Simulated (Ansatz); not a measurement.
Cd2SnO4:
```xyz
14
Lattice="5.5706 0.0000 0.0000 0.0000 9.9299 0.0000 0.0000 0.0000 3.1993" Properties=species:S:1:pos:R:3 pbc="T T T"
Cd     0.3363     3.2131     1.5997
Cd     5.2343     6.7168     1.5997
Cd     3.1216     1.7518     1.5997
Cd     2.4490     8.1781     1.5997
Sn     0.0000     0.0000     0.0000
Sn     2.7853     4.9650     0.0000
O      0.7517     8.0113     0.0000
O      4.8189     1.9186     0.0000
O      3.5370     6.8836     0.0000
O      2.0336     3.0463     0.0000
O      1.4648     5.3535     1.5997
O      4.1058     4.5764     1.5997
O      4.2501     9.5414     1.5997
O      1.3205     0.3885     1.5997
```

Relaxed with PBEsol.

Task: Map the electron localisation function on the plane through (0.060, 0.324, 0.500) spanned by u = [1, 0, 0] and v = [0, 1, 0] in lattice vectors, from plane-wave PAW PBEsol (Ansatz code).

Result: x is the fraction of u, y of v (the angle between them is 90°; rows are the nearest grid lines); atoms in the plane: Cd at (0.00, 0.00), Cd at (0.88, 0.35), Cd at (0.50, 0.85), Cd at (0.38, 0.50), O at (0.20, 0.22), O at (0.68, 0.14), O at (0.70, 0.64), O at (0.18, 0.72).
```
|@@#+-:                 :-+#@@|
|*++=:.     ..::::.     .:=++*|
|==-:.     .:-===--..    .:-==|
|         .-+*%@%*+-.         |
|  .:==-. .-=*#%#*=-.         |
|-+#%@@@%*: .--=--.         .-|
|=#%%%#%@%+. ....  ..::.    .=|
|=#%#+-*%@%=.   :+%%@%%#*-. .=|
|.=*%%%@%*-.   :*%%#=-+%%*-. .|
|  ..::.  ..:.. :#@%%#%%%*-.  |
|       .:-==-:. -#%@@%%#=.   |
|     .:=+#%%#+=:. :---.      |
|     .:=+#%%#+=:.       ..   |
|:.    .:-====-:.    .:-====-:|
|-:.    ..::::.      :-=+**+=-|
|=-.                .:=*%@@%*=|
|:..-*%%#*=:         .:=++*+=:|
| -#@%##%%%*-.   .:::.  ....  |
|.+%%#=-+%%*-.  :=+*#*=:.    .|
|.+%@@%%%%#=: .-*%%##%@%#=.  .|
|  .:=***=:.  .=#%#=-+%@#-.   |
|==-:.         :+#%@@@%*. .-==|
|*++=:.        .:+*###+. .-+**|
|@@#+-:                 :-+#@@|
```
Scale: ten equal steps from 0.028 (start of ' ') to 0.920 (end of '@'), in the order ' .:-=+*#%@'; x runs from 0.000 to 1.00, y from 0.000 (bottom) to 1.00 (top).

The density is the valence pseudo-density with augmentation charge, so density and ELF within about 1 Å of a nucleus are not all-electron values.

Space group Pbam. The workflow started from a Materials Project entry (that database holds measured and hypothetical structures alike); the Crystallography Open Database files this formula in space group No. 55, but the cells were not matched. Its standing as an ambient phase is unchecked. The cell was relaxed with PBEsol under the symmetry of its start; whether a distortion lowers the energy is not shown. Scalar-relativistic: spin–orbit coupling is off unless named, which matters more the heavier the elements.

Potentials: the later of the program's two PAW sets.
